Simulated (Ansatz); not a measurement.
Zn₂SeS:
```yaml
crystal:
  lattice:
    - [3.88561, 0.00000, 0.00000]
    - [0.00000, 3.88561, 0.00000]
    - [0.00000, 0.00000, 5.49308]
  atoms:
    - { symbol: Zn, position: [0.50000, 0.00000, 0.76332] }
    - { symbol: Zn, position: [0.00000, 0.50000, 0.23668] }
    - { symbol: Se, position: [0.00000, 0.00000, 0.50000] }
    - { symbol: S, position: [0.50000, 0.50000, 0.00000] }
```

Tensor components refer to the Cartesian frame of this cell.

### Question
Give the proper piezoelectric stress tensor with relaxed ions from PBEsol (plane waves, PAW; program Ansatz).

### Answer
In C/m², rows x, y, z, Voigt columns; mesh uncertainty up to 0.01.
```
 0.00   0.00   0.00   0.00  -0.05   0.00
 0.00   0.00   0.00   0.05   0.00   0.00
-0.06   0.06   0.00   0.00   0.00   0.00
```

The elastic tensor of the same run (GPa):

|  | 1 | 2 | 3 | 4 | 5 | 6 |
|---|---|---|---|---|---|---|
| 1 | 122 | 34.1 | 58.4 | 0.0 | 0.0 | 0.0 |
| 2 | 34.1 | 122 | 58.4 | 0.0 | 0.0 | 0.0 |
| 3 | 58.4 | 58.4 | 97.3 | 0.0 | 0.0 | 0.0 |
| 4 | 0.0 | 0.0 | 0.0 | 43.2 | 0.0 | 0.0 |
| 5 | 0.0 | 0.0 | 0.0 | 0.0 | 43.2 | 0.0 |
| 6 | 0.0 | 0.0 | 0.0 | 0.0 | 0.0 | 19.5 |

### Question
Convert to strain constants d = e·S.

### Answer
In pC/N:
```
 0.0   0.0   0.0   0.0  -1.2   0.0
 0.0   0.0   0.0   1.2   0.0   0.0
-0.6   0.6   0.0   0.0   0.0   0.0
```

Space group P-4m2. The workflow started from a Materials Project entry (that database holds measured and hypothetical structures alike); the Crystallography Open Database copy checked does not list it. Whether it is the stable phase at ambient conditions was not checked. The cell was relaxed with PBEsol under the symmetry of its start; of distortions, only those at the zone centre were tested.

Potentials: the later of the program's two PAW sets.
